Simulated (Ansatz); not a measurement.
Theory: Ansatz 0.2.0, DFT PBE, scalar-relativistic, plane waves, PAW.

Structure of Ba2BiSb2:

```
CELL_PARAMETERS angstrom
-2.41390 3.83642 5.06302
2.41390 -3.83642 5.06302
2.41390 3.83642 -5.06302
ATOMIC_POSITIONS crystal
Ba 0.71939 0.21939 0.50000
Ba 0.28061 0.78061 0.50000
Sb 0.70284 0.50000 0.20284
Sb 0.29716 0.50000 0.79716
Bi 0.00000 0.00000 0.00000
```

Plane waves to 420 eV, a k mesh through Γ of 10×10×10 on the computed 5-atom cell and Gaussian smearing (0.10 eV); no spin polarisation.

Levels along Γ–X–F2 | Σ0–Γ–Y0 | U0–X | Γ–R–W–S–Γ–T–W, in eV from the Fermi level, sorted by energy at each point. Points in fractions of the primitive reciprocal vectors: Γ (0.000 0.000 0.000), X (0.500 0.500 -0.500), F2 (0.307 0.693 -0.307), Σ0 (-0.307 0.307 0.307), Y0 (0.394 -0.394 0.394), U0 (0.606 0.394 -0.394), R (0.000 0.500 0.000), W (0.250 0.250 0.250), S (0.500 0.000 0.000), T (0.000 0.000 0.500).
```tsv
point	k (1/Å, with 2π)	band 29	band 30	band 31	band 32	band 33	band 34	band 35
Γ	0.000	-1.76	-1.62	-0.80	-0.73	-0.64	0.28	1.12
-	0.089	-1.85	-1.60	-0.82	-0.71	-0.63	0.41	1.03
-	0.177	-2.03	-1.43	-0.89	-0.65	-0.60	0.70	0.82
-	0.266	-2.12	-1.16	-0.97	-0.56	-0.55	0.58	1.00
-	0.355	-2.20	-1.07	-0.81	-0.51	-0.44	0.36	1.24
-	0.443	-2.28	-1.15	-0.46	-0.41	-0.32	0.20	1.32
-	0.532	-2.20	-1.21	-0.43	-0.22	-0.01	0.10	1.19
X	0.621	-2.17	-1.23	-0.42	-0.18	0.06	0.21	1.03
-	0.692	-1.83	-1.23	-0.74	0.04	0.07	0.14	1.08
-	0.764	-1.51	-1.23	-1.18	-0.03	0.15	0.25	1.20
-	0.836	-1.63	-1.35	-1.24	-0.27	0.39	0.41	1.39
-	0.908	-2.04	-1.35	-1.25	-0.52	0.56	0.76	1.63
-	0.980	-2.40	-1.43	-1.26	-0.77	0.73	1.19	1.82
-	1.052	-2.58	-1.54	-1.26	-1.00	0.93	1.55	1.87
F2	1.123	-2.31	-1.64	-1.27	-1.20	1.13	1.65	1.98
Σ0	1.123	-2.31	-1.64	-1.27	-1.20	1.13	1.65	1.98
-	1.237	-1.91	-1.76	-1.43	-1.25	1.37	1.42	2.09
-	1.351	-1.82	-1.67	-1.48	-1.20	1.03	1.54	2.34
-	1.466	-1.81	-1.71	-1.35	-1.12	0.76	1.50	1.87
-	1.580	-1.77	-1.72	-1.38	-1.01	0.59	1.25	1.26
-	1.694	-1.78	-1.72	-1.51	-0.91	0.51	0.73	0.89
-	1.808	-1.74	-1.61	-1.40	-0.83	0.05	0.35	0.98
Γ	1.922	-1.76	-1.62	-0.80	-0.73	-0.64	0.28	1.12
-	2.014	-1.82	-1.65	-0.79	-0.74	-0.48	0.37	1.19
-	2.106	-2.02	-1.66	-0.93	-0.58	-0.19	0.59	1.35
-	2.198	-2.29	-1.64	-1.12	-0.37	0.09	0.73	1.26
-	2.290	-2.29	-1.59	-1.27	-0.13	0.18	0.67	1.27
-	2.382	-2.14	-1.52	-1.33	-0.06	0.11	0.83	1.43
-	2.474	-2.09	-1.43	-1.21	-0.30	0.27	1.00	1.39
Y0	2.567	-2.12	-1.33	-0.90	-0.43	0.29	0.92	1.11
U0	2.567	-2.12	-1.33	-0.90	-0.43	0.29	0.92	1.11
-	2.591	-2.13	-1.31	-0.80	-0.44	0.28	0.78	1.13
-	2.616	-2.14	-1.29	-0.69	-0.45	0.27	0.65	1.13
-	2.641	-2.15	-1.27	-0.58	-0.45	0.25	0.51	1.12
-	2.666	-2.16	-1.25	-0.46	-0.44	0.23	0.37	1.10
-	2.691	-2.16	-1.24	-0.43	-0.34	0.22	0.24	1.06
-	2.716	-2.17	-1.23	-0.42	-0.23	0.12	0.21	1.04
X	2.741	-2.17	-1.23	-0.42	-0.18	0.06	0.21	1.03
Γ	2.741	-1.76	-1.62	-0.80	-0.73	-0.64	0.28	1.12
-	2.844	-1.77	-1.61	-1.26	-0.82	-0.08	0.36	1.01
-	2.947	-1.79	-1.76	-1.51	-0.89	0.49	0.52	0.93
-	3.050	-2.05	-1.63	-1.32	-0.99	0.57	0.95	1.25
-	3.153	-2.20	-1.54	-1.20	-1.09	0.69	1.20	1.74
-	3.256	-2.26	-1.49	-1.27	-1.18	0.99	1.25	2.18
-	3.359	-2.22	-1.46	-1.43	-1.24	1.23	1.40	2.30
R	3.462	-2.18	-1.53	-1.44	-1.26	1.21	1.73	2.08
-	3.520	-2.12	-1.53	-1.48	-1.23	0.89	1.95	2.03
-	3.579	-1.97	-1.54	-1.51	-1.16	0.40	1.86	1.88
-	3.637	-1.77	-1.59	-1.49	-1.08	-0.12	1.58	1.63
-	3.696	-1.67	-1.53	-1.47	-0.99	-0.64	1.25	1.40
-	3.754	-1.70	-1.47	-1.36	-1.13	-0.89	0.94	1.23
-	3.813	-1.73	-1.70	-1.37	-1.25	-0.77	0.69	1.12
W	3.871	-2.08	-1.74	-1.38	-1.21	-0.71	0.59	1.09
-	3.964	-2.14	-1.72	-1.50	-1.09	-0.64	0.68	1.15
-	4.057	-2.25	-1.72	-1.60	-0.92	-0.45	0.90	1.33
-	4.150	-2.36	-1.77	-1.58	-0.74	-0.17	1.15	1.59
-	4.243	-2.42	-1.86	-1.49	-0.55	0.14	1.32	1.54
-	4.336	-2.38	-1.97	-1.41	-0.35	0.38	1.21	1.26
-	4.429	-2.23	-2.09	-1.38	-0.20	0.36	0.95	1.35
S	4.522	-2.17	-2.14	-1.38	-0.14	0.30	0.84	1.58
-	4.595	-2.21	-2.11	-1.32	-0.20	0.31	0.79	1.52
-	4.669	-2.19	-2.04	-1.19	-0.33	0.25	0.76	1.39
-	4.742	-2.10	-1.94	-1.04	-0.48	0.06	0.77	1.27
-	4.816	-1.98	-1.83	-0.91	-0.61	-0.16	0.68	1.19
-	4.889	-1.87	-1.73	-0.81	-0.71	-0.39	0.51	1.14
-	4.962	-1.79	-1.65	-0.78	-0.75	-0.56	0.35	1.13
Γ	5.036	-1.76	-1.62	-0.80	-0.73	-0.64	0.28	1.12
-	5.146	-1.76	-1.64	-1.20	-0.79	-0.11	0.37	1.05
-	5.255	-1.74	-1.66	-1.34	-0.79	0.02	0.62	1.21
-	5.365	-1.73	-1.69	-1.25	-0.83	-0.33	0.96	1.70
-	5.475	-1.71	-1.68	-1.16	-0.94	-0.76	1.38	1.78
-	5.585	-1.71	-1.65	-1.36	-1.09	-0.89	1.38	1.83
-	5.695	-1.77	-1.71	-1.57	-1.27	-0.80	1.00	2.19
T	5.804	-2.12	-1.71	-1.50	-1.38	-0.75	0.85	2.20
-	5.849	-2.12	-1.71	-1.48	-1.38	-0.75	0.84	2.01
-	5.893	-2.12	-1.71	-1.45	-1.38	-0.74	0.80	1.78
-	5.937	-2.11	-1.71	-1.39	-1.39	-0.73	0.74	1.57
-	5.982	-2.10	-1.72	-1.39	-1.33	-0.73	0.68	1.38
-	6.026	-2.09	-1.73	-1.39	-1.27	-0.72	0.63	1.22
-	6.070	-2.08	-1.73	-1.38	-1.23	-0.71	0.60	1.12
W	6.115	-2.08	-1.74	-1.38	-1.21	-0.71	0.59	1.09
```

Spin-orbit coupling is left out, which matters for the bands of heavy elements.

Cost: 1 run of about 7.5 core-minutes, on Arm Neoverse V1 (shared hosts).